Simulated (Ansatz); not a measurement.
Ti (hcp (Mg type), space group No. 194) under volume change, the program Ansatz at the PBEsol level (PAW), shape and atoms relaxed at each volume.

```
V (Å³/atom)  E − E(relaxed) (meV/atom)  P (GPa)
-----------  -------------------------  -------
15.217                             ___      ___
15.718                            24.6     8.24
16.220                             5.9     3.84
16.722                             0.0     0.00
17.223                             5.4    -3.35
17.725                            20.5    -6.27
18.227                             ___      ___
```

Task: Fill in the missing entries.

Result: 
- 18.227, E − E(relaxed) (meV/atom): 44.2
- 18.227, P (GPa): -8.81
- 15.217, E − E(relaxed) (meV/atom): 58.1
- 15.217, P (GPa): 13.28

Task: What does a third-order Birch–Murnaghan fit give for V₀, B₀ and B′?

Result: V₀ = 16.72 Å³/atom, B₀ = 119 GPa, B′ = 3.5.

Space group P6_3/mmc (hcp (Mg type)). Symmetry was held in the PBEsol relaxation. The run is not spin-polarised.

Potentials: the later of the program's two PAW sets.
